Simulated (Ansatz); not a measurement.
Consider the following.

Be$_{12}$Mo:
```xyz
13
Lattice="-3.5909 3.5909 2.0906 3.5909 -3.5909 2.0906 3.5909 3.5909 -2.0906" Properties=species:S:1:pos:R:3 pbc="T T T"
Mo     0.0000     0.0000     0.0000
Be     1.7955     1.7955     1.0453
Be     1.7955     1.7955    -1.0453
Be    -1.7955     1.7955     1.0453
Be     1.7955    -1.7955     1.0453
Be     2.5157     0.0000     0.0000
Be     4.6661     0.0000     0.0000
Be     0.0000     2.5157     0.0000
Be     0.0000     4.6661     0.0000
Be     2.0774     3.5909     0.0000
Be     1.5135     0.0000     2.0906
Be     3.5909     2.0774     0.0000
Be     0.0000     1.5135     2.0906
```

This is the PBEsol-relaxed structure.

Question: All from plane-wave PAW PBEsol (Ansatz code), unless another level is named. Estimate the Young's modulus.

Answer: 345 GPa.

Question: Predict the highest zone-centre frequency.

Answer: 25.41 THz.

Space group I4/mmm. The start of the workflow was typed in or built on a structure type; neither database checked (COD, Materials Project) lists it. Whether it is the stable phase at ambient conditions was not checked. The cell was relaxed with PBEsol under the symmetry of its start; its stability against distortions is not shown here. The run is not spin-polarised. As this level gives no gap, phonon frequencies hold no LO–TO term and depend on the k-mesh and smearing (Fermi–Dirac, 0.1 eV here).

Potentials: the earlier of the program's two PAW sets. The files were generated under PBE; for other functionals the program regenerates the frozen cores, and for LDA and PBEsol the local potential too.
